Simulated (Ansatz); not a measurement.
Electric field gradients in CaScBO4

The cell is a measured structure from the Crystallography Open Database (COD), ions relaxed with PBE at fixed cell.

```xyz
28
Lattice="10.2830 0.0000 0.0000 0.0000 3.3636 0.0000 0.0000 0.0000 9.4320" Properties=species:S:1:pos:R:3 pbc="T T T"
Ca    6.0566    2.5227    7.9499
Ca    9.3679    0.8409    3.2339
Ca    0.9151    2.5227    6.1981
Ca    4.2264    0.8409    1.4821
Sc    4.0251    0.8409    5.4020
Sc    1.1164    2.5227    0.6860
Sc    9.1666    0.8409    8.7460
Sc    6.2579    2.5227    4.0300
B     3.1279    0.8409    8.1557
B     2.0136    2.5227    3.4397
B     8.2694    0.8409    5.9923
B     7.1551    2.5227    1.2763
O     5.1669    2.5227    5.8091
O    10.2576    0.8409    1.0931
O     0.0254    2.5227    8.3389
O     5.1161    0.8409    3.6229
O     2.4955    0.8409    6.9213
O     2.6460    2.5227    2.2053
O     7.6370    0.8409    7.2267
O     7.7875    2.5227    2.5107
O     2.7504    2.5227    4.6189
O     2.3911    0.8409    9.3349
O     7.8919    2.5227    0.0971
O     7.5326    0.8409    4.8131
O     4.5013    0.8409    8.2527
O     0.6402    2.5227    3.5367
O     9.6428    0.8409    5.8953
O     5.7817    2.5227    1.1793
```

Sites (sets of like atoms) are named by element and the number of their first atom in this list.

The numbers come from a DFT calculation in Ansatz (r2SCAN, plane waves and PAW, scalar-relativistic, 500 eV cutoff, Γ-centred 3×7×3 k-points, Fermi–Dirac smearing 0.02 eV).

C_Q = eQV_zz/h, which is 24.18 MHz for Q = 1 b and V_zz = 10²¹ V/m²; η = (V_xx − V_yy)/V_zz. Directions are in the Cartesian axes of the cell vectors above, for the atom listed; none is given where the gradient is under 0.02 or η is above 0.95.

| site | first atom | first shell | V_zz (10²¹ V/m²) | η | direction of V_zz (x, y, z) |
| --- | --- | --- | --- | --- | --- |
| Ca | 1 | 7 O at 2.31–2.68 Å | -2.45 | 0.15 | 0.95 0.00 0.31 |
| Sc | 5 | 6 O at 2.07–2.25 Å | 4.94 | 0.10 | 0.60 0.00 0.80 |
| B | 9 | 3 O at 1.38–1.39 Å | 2.73 | 0.09 | 0.00 1.00 0.00 |
| O13 | 13 | 3 Sc at 2.07–2.09 Å, 1 Ca at 2.32 Å | -0.79 | 0.16 | 0.46 0.00 0.89 |
| O17 | 17 | 1 B at 1.39 Å, 1 Sc at 2.16 Å; also 2 Ca at 2.42 Å | 5.34 | 0.91 | 0.45 0.00 0.89 |
| O21 | 21 | 1 B at 1.39 Å, 2 Sc at 2.25 Å, 1 Ca at 2.42 Å | -7.03 | 0.44 | 0.84 0.00 -0.54 |
| O25 | 25 | 1 B at 1.38 Å; also 3 Ca at 2.31–2.68 Å, 1 Sc at 2.89 Å | 5.18 | 0.88 | 1.00 0.00 0.09 |

At B V_zz stands upright on the plane through its three neighbours (within 1°). At O13 V_zz points along its one bond to Ca (within 5°).

The largest force is 0.3 eV/Å, so the atoms aren't at the calculated equilibrium and relaxing them would move these values.
